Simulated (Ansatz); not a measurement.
Cell and atoms are relaxed with the symmetry kept. Start:

```xyz
8
Lattice="-2.8355 2.8355 5.6053 2.8355 -2.8355 5.6053 2.8355 2.8355 -5.6053" Properties=species:S:1:pos:R:3 pbc="T T T"
Zn    0.0000    0.0000    0.0000
Zn    0.0000    2.8355    2.8026
Ge    0.0000    0.0000    5.6053
Ge    2.8355    0.0000    2.8026
As    1.4239    1.4178    1.4013
As    1.4178    4.2471   -1.4013
As    1.4116    1.4178    7.0066
As    1.4178   -1.4116    4.2040
```

The calculation used DFT r2SCAN, scalar-relativistic, plane waves, PAW (Ansatz 0.2.0).

Settings: cutoff 500 eV, Γ-centred mesh 8×8×8 on the computed 8-atom cell, Gaussian smearing of 0.02 eV; no spin polarisation.

What does it relax to?

The volume is unchanged to within 0.01 Å³/atom to 22.53 Å³/atom, and the energy changes by under 0.1 meV/atom. Final structure:
```cif
data_structure
_symmetry_space_group_name_H-M 'P 1'
_symmetry_Int_Tables_number 1
_cell_length_a 6.8879
_cell_length_b 6.8879
_cell_length_c 6.8879
_cell_angle_alpha 131.354
_cell_angle_beta 131.354
_cell_angle_gamma 71.250
_cell_volume 180.25
loop_
_atom_site_label
_atom_site_type_symbol
_atom_site_fract_x
_atom_site_fract_y
_atom_site_fract_z
_atom_site_occupancy
Zn1 Zn 0.00000 0.00000 0.00000 1
Zn2 Zn 0.75000 0.25000 0.50000 1
Ge1 Ge 0.50000 0.50000 0.00000 1
Ge2 Ge 0.25000 0.75000 0.50000 1
As1 As 0.37500 0.37601 0.50101 1
As2 As 0.62399 0.12500 0.99899 1
As3 As 0.87500 0.87399 0.49899 1
As4 As 0.12601 0.62500 0.00101 1
```

Cost: 1 run of about 3.3 core-minutes, on Intel Xeon 6975P-C (Granite Rapids) (shared hosts).